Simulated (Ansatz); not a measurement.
## Ga2O3 (corundum) under strain

Ga2O3 (corundum), relaxed with r2SCAN in Ansatz. Space group R-3c (No. 167), trigonal; conventional cell a = 4.985 Å, c = 13.442 Å, 9.64 Å³ an atom. Around Ga lie 6 O at 1.93–2.07 Å; around O lie 4 Ga at 1.93–2.07 Å.

The axes x, y and z are those of this cell:
```
CELL_PARAMETERS angstrom
2.49226 1.43891 4.48064
-2.49226 1.43891 4.48064
0.00000 -2.87781 4.48064
ATOMIC_POSITIONS crystal
Ga 0.85543 0.85543 0.85543
Ga 0.35543 0.35543 0.35543
Ga 0.14457 0.14457 0.14457
Ga 0.64457 0.64457 0.64457
O 0.44637 0.05363 0.75000
O 0.05363 0.75000 0.44637
O 0.55363 0.94637 0.25000
O 0.25000 0.55363 0.94637
O 0.94637 0.25000 0.55363
O 0.75000 0.44637 0.05363
```

Unstrained: The PBE gap is indirect, 2.854 eV (Γ–S₀ (0.45 of the way from Γ) to Γ), below the direct gap of 3.106 eV at Γ. The r2SCAN gap is indirect, 3.551 eV (Γ–S₀ (0.45 of the way from Γ) to Γ), below the direct gap of 3.806 eV at Γ. HSE06 gives an indirect gap of 4.622 eV, from Γ–S₀ (0.45 of the way from Γ) to Γ; the least direct gap is 4.870 eV at Γ. Meshes: PBE 6×6×6, r2SCAN 6×6×6, HSE06 4×4×4. Strains are changes of length per length. After each strain the atoms were relaxed again with r2SCAN within the symmetry that the strain leaves, so tilts or polar shifts that break it weren't tested; points keep the names that they have in the unstrained zone. Calculated for a static, non-magnetic cell.

Changes of the least gap in eV (an overlap counts as a negative gap):

| strain | volume change (%) | space group | PBE | r2SCAN | HSE06 | energy rise, r2SCAN (meV/atom) |
| --- | --- | --- | --- | --- | --- | --- |
| isotropic -3.0 % on every length | -8.7 | R-3c | +1.027 | +1.072 | +1.129 | 63.8 |
| isotropic -2.0 % on every length | -5.9 | R-3c | +0.672 | +0.702 | +0.740 | 27.4 |
| isotropic -1.0 % on every length | -3.0 | R-3c | +0.330 | +0.345 | +0.364 | 6.6 |
| isotropic +1.0 % on every length | +3.0 | R-3c | -0.317 | -0.331 | -0.351 | 6.2 |
| isotropic +2.0 % on every length | +6.1 | R-3c | -0.621 | -0.650 | -0.690 | 23.9 |
| isotropic +3.0 % on every length | +9.3 | R-3c | -0.912 | -0.957 | -1.017 | 51.9 |

Isotropic -3.0 % on every length. HSE06: the gap goes from 4.622 to 5.751 eV (+1.129 eV); the edges go from Γ–S₀ (0.45) → Γ to Γ–S₀ (0.47) → Γ. Stress change with r2SCAN, compression positive: xx +27.43, yy +27.43, zz +24.28 GPa.

Isotropic -2.0 % on every length. HSE06: the gap goes from 4.622 to 5.362 eV (+0.740 eV); the edges go from Γ–S₀ (0.45) → Γ to Γ–S₀ (0.47) → Γ. Stress change with r2SCAN, compression positive: xx +17.00, yy +17.00, zz +15.06 GPa.

Isotropic -1.0 % on every length. HSE06: the gap goes from 4.622 to 4.986 eV (+0.364 eV). Stress change with r2SCAN, compression positive: xx +7.90, yy +7.90, zz +7.02 GPa. For HSE06, dE_g/d ln V = -12.1 eV over this step.

Isotropic +1.0 % on every length. HSE06: the gap goes from 4.622 to 4.271 eV (-0.351 eV). Stress change with r2SCAN, compression positive: xx -6.86, yy -6.86, zz -6.05 GPa. For HSE06, dE_g/d ln V = -11.8 eV over this step.

Isotropic +2.0 % on every length. HSE06: the gap goes from 4.622 to 3.932 eV (-0.690 eV). Stress change with r2SCAN, compression positive: xx -12.77, yy -12.77, zz -11.27 GPa. For HSE06, dE_g/d ln V = -11.6 eV over this step.

Isotropic +3.0 % on every length. HSE06: the gap goes from 4.622 to 3.605 eV (-1.017 eV); the edges go from Γ–S₀ (0.45) → Γ to (0, 0.161, -1/6) → Γ. Stress change with r2SCAN, compression positive: xx -17.85, yy -17.85, zz -15.75 GPa.

Where an edge lies off the special points, it is a point of the mesh or the k point where a search put PBE's edge or least direct gap, reused for the other functionals, whose own edges may lie a little apart.

The meshes of the hybrids are coarse, so their gaps aren't converged to the digits shown.
